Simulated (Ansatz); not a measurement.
Level of theory: Ansatz 0.2.0, DFT PBE, scalar-relativistic, plane waves, PAW. All cells share a 420 eV cutoff and Γ-centred k meshes spaced at most about 0.3 Å⁻¹ (about 0.25 or finer for metals, 2π included). No spin polarisation in the final relaxations.

Temperature and zero-point effects are left out.

Compare these two cells of Al3Rh2, each relaxed at this level.

A.

```yaml
crystal:
  lattice:
    - [4.17751, 0.00000, 0.00000]
    - [-2.08875, 3.61783, 0.00000]
    - [0.00000, 0.00000, 7.82243]
  atoms:
    - { symbol: Al, position: [0.00000, 0.00000, 0.16973] }
    - { symbol: Al, position: [0.00000, 0.00000, 0.83027] }
    - { symbol: Al, position: [0.00000, 0.00000, 0.50000] }
    - { symbol: Rh, position: [0.33333, 0.66667, 0.00000] }
    - { symbol: Rh, position: [0.66667, 0.33333, 0.00000] }
```

B.

```yaml
crystal:
  lattice:
    - [4.13988, 0.00000, 0.00000]
    - [-2.06994, 3.58524, 0.00000]
    - [0.00000, 0.00000, 5.26244]
  atoms:
    - { symbol: Al, position: [0.00000, 0.00000, 0.73909] }
    - { symbol: Al, position: [0.00000, 0.00000, 0.26091] }
    - { symbol: Al, position: [0.66667, 0.33333, 0.00000] }
    - { symbol: Rh, position: [0.66667, 0.33333, 0.50000] }
    - { symbol: Rh, position: [0.33333, 0.66667, 0.00000] }
```

Task: Which is lower in energy, and by how much?

Result: B is lower, by 0.72 eV/atom. A has space group P6/mmm (No. 191), 23.6 Å³/atom and no gap on its mesh; B has space group P-6m2 (No. 187), 15.6 Å³/atom and no gap. Counting all near atoms (those within 1.25 times the shortest distance at each site; a plus sign parts nearer from farther groups; a slash parts the counts of unlike sites), A has Al 2/8, Rh 3+6 and B has Al 11/3+8, Rh 8/3+6. The denser one is the lower, and pressure would at first widen the difference. Both come from invented guesses.

Cells relaxed within their symmetry can be saddle points.
